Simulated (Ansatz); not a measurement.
## SiO2: do the settings matter for the field gradients?

Cell: a structure deposited in the COD.

```cif
data_SiO2
_symmetry_space_group_name_H-M 'P4_12_12'
_symmetry_Int_Tables_number 92
_cell_length_a 4.9570
_cell_length_b 4.9570
_cell_length_c 6.8903
_cell_angle_alpha 90.000
_cell_angle_beta 90.000
_cell_angle_gamma 90.000
loop_
_atom_site_label
_atom_site_type_symbol
_atom_site_symmetry_multiplicity
_atom_site_Wyckoff_symbol
_atom_site_fract_x
_atom_site_fract_y
_atom_site_fract_z
Si Si 4 a 0.3047 0.3047 0.0000
O O 8 b 0.2381 0.1109 0.1826
```

One atom of each set is listed.

Reference run. Method: Kohn–Sham DFT in Ansatz, PBE, plane waves and PAW, scalar-relativistic, 420 eV cutoff, Γ-centred 4×4×3 k-points, Fermi–Dirac smearing 0.02 eV.

Q: The input is changed as follows: `kpoints.mp_grid.shift`: not typed → [0.5, 0.5, 0.5]; `scf.occupations.method`: fermi_dirac → cold; `scf.occupations.width`: 0.02 → 0.3; `hamiltonian.pseudopotentials`: {kind: paw} → {kind: paw, source: jth}. What happens to V_zz (10²¹ V/m²) and η?

A: 

```tsv
site	V_zz reference	η reference	V_zz changed	η changed
Si	-0.78	0.89	-0.89	0.89
O	9.14	0.17	8.86	0.17
```

The largest change of V_zz is on O, from 9.14 to 8.86. In per cent, |V_zz| changes by +14 on Si, -3 on O (all sites that start above 0.5). The cutoff that the program takes moves with it, from 420 to 1380 eV. The changed run reads another set of PAW files. SCF iterations: 6 and 8. New warnings: radial quadrature taken.

On the reference run: The calculated pressure of 6 GPa (PBE) comes largely from the unrelaxed atoms: it is 1.4 GPa once they are relaxed in the same cell. The largest force is 0.5 eV/Å, so the atoms aren't at the calculated equilibrium and relaxing them would move these values.
